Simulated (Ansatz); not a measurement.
HfO$_{2}$: the gap against volume

HfO$_{2}$, Fm-3m, a = 5.058 Å. This isn't the usual stable structure of the compound. Ansatz: r2SCAN, PAW, 500 eV, Γ-centred 8×8×8 mesh on 3 atoms, Gaussian smearing 0.02 eV; no spin polarisation. Symmetry fixes shape and atoms, so the cell is only scaled; x = ln(V/V0) with V0 = 10.785 Å³/atom. The gap is read at the mesh points alone.

```tsv
x	gap y (eV)
-0.0619	4.466
-0.0305	?
0.0000	4.303
0.0296	4.223
0.0583	4.143
```

Task: Fit a straight line to the other rows, give the volume deformation potential of the gap and its pressure coefficient, and predict the missing gap. B0 = 270.8 GPa.

Result: Means x = 0.006500, y = 4.2838; Σ(Δx)² = 0.007938, ΣΔxΔy = -0.02129; the slope is their ratio. y = 4.3012 − 2.6815 x. The slope is the deformation potential a = dE_g/d ln V = -2.68 eV, and dE_g/dP = −a/B0 = 9.90 meV/GPa. At x = -0.0305 the fit asked for gives 4.383 eV. The run gave 4.384 eV, so the fit is 0.001 eV too low, within the rms miss on the fitted rows (0.002 eV).

Spin-orbit coupling is left out, which matters for the bands of heavy elements. Semilocal functionals give gaps under the measured ones; changes of the gap mostly carry over better.